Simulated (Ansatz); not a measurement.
MnAlGe:
```cif
data_Al2Ge2Mn2
_chemical_formula_sum 'Mn2 Al2 Ge2'
_space_group_name_H-M_alt 'P 1'
_space_group_IT_number 1
_cell_length_a 3.85929
_cell_length_b 3.85929
_cell_length_c 5.97411
_cell_angle_alpha 90.000
_cell_angle_beta 90.000
_cell_angle_gamma 90.000
loop_
_space_group_symop_operation_xyz
  'x, y, z'
loop_
_atom_site_label
_atom_site_type_symbol
_atom_site_fract_x
_atom_site_fract_y
_atom_site_fract_z
_atom_site_occupancy
Mn1 Mn 0.00000 0.00000 0.00000 1
Mn2 Mn 0.50000 0.50000 0.00000 1
Al1 Al 0.50000 0.00000 0.70039 1
Al2 Al 0.00000 0.50000 0.29961 1
Ge1 Ge 0.50000 0.00000 0.28196 1
Ge2 Ge 0.00000 0.50000 0.71804 1
```
The run is spin-polarised; directions of the spins, atom by atom: ↑ ↑ 0 0 0 0.

Relaxed with r²SCAN.

**Question.** Which orbitals make up the states near the Fermi level in plane-wave PAW r²SCAN (Ansatz code)?

**Answer.** Within 0.5 eV of the Fermi level: Mn 3d 64 %, Ge 4p 16 %, Al 3p 11 %. Projections are on Löwdin-orthogonalised atomic valence shells; empty p or d shells of many metals are not among them.

**Question.** Tabulate the density of states.

**Answer.** States/eV per cell of 6 atoms, in 0.25 eV bins, energy from the Fermi level.

```csv
E (eV),total,Mn 3d,Ge 4p,Al 3p
-7.85,0.48,0.02,0.24,0.02
-7.60,0.82,0.05,0.39,0.05
-7.35,1.19,0.08,0.54,0.09
-7.10,1.67,0.15,0.72,0.14
-6.85,2.08,0.24,0.83,0.21
-6.60,2.76,0.40,1.06,0.40
-6.35,2.30,0.37,0.88,0.32
-6.10,1.47,0.35,0.53,0.14
-5.85,1.34,0.32,0.48,0.17
-5.60,1.59,0.37,0.52,0.26
-5.35,1.71,0.37,0.58,0.33
-5.10,1.72,0.37,0.61,0.36
-4.85,1.98,0.47,0.70,0.43
-4.60,2.75,0.92,0.89,0.57
-4.35,3.09,1.24,0.93,0.58
-4.10,3.39,1.43,0.99,0.62
-3.85,3.49,1.48,1.06,0.61
-3.60,3.52,1.44,1.14,0.61
-3.35,4.79,2.30,1.38,0.75
-3.10,5.54,3.27,1.25,0.67
-2.85,5.01,2.88,1.21,0.60
-2.60,5.54,3.40,1.22,0.57
-2.35,5.81,3.99,1.01,0.47
-2.10,6.43,4.72,0.92,0.48
-1.85,5.30,4.20,0.52,0.35
-1.60,4.42,3.14,0.53,0.47
-1.35,2.88,1.56,0.60,0.43
-1.10,2.98,1.70,0.55,0.42
-0.85,3.20,1.96,0.53,0.38
-0.60,2.86,1.87,0.42,0.31
-0.35,2.19,1.44,0.32,0.24
-0.10,1.85,1.21,0.28,0.21
0.15,1.94,1.22,0.34,0.22
0.40,2.39,1.47,0.46,0.25
0.65,2.01,1.09,0.35,0.30
0.90,2.94,1.80,0.41,0.34
1.15,3.81,2.38,0.56,0.36
1.40,5.47,3.88,0.56,0.42
1.65,4.88,3.67,0.30,0.35
1.90,3.30,2.09,0.30,0.36
2.15,3.09,1.70,0.35,0.43
2.40,4.21,2.05,0.54,0.68
2.65,3.14,1.35,0.47,0.46
2.90,2.61,0.84,0.30,0.41
3.15,3.39,0.78,0.47,0.69
3.40,3.10,0.62,0.41,0.73
3.65,2.35,0.42,0.30,0.59
3.90,2.67,0.42,0.35,0.76
4.15,3.34,0.57,0.42,0.96
4.40,2.96,0.43,0.43,0.80
4.65,2.92,0.40,0.44,0.76
```

Space group P4/nmm. The workflow started from an entry of the Crystallography Open Database (COD). Whether it is the stable phase at ambient conditions was not checked. The cell was relaxed with r²SCAN under the symmetry of its start; whether a distortion lowers the energy is not shown. The final state is ferromagnetic, chosen from 2 collinear starts compared on coarse meshes (ties went to the first, and starts can fall back to one state), not a proven ground state. Other orbital occupations within this spin state were not tried. Scalar-relativistic: spin–orbit coupling is off unless named, which matters more the heavier the elements.

Potentials: the later of the program's two PAW sets.
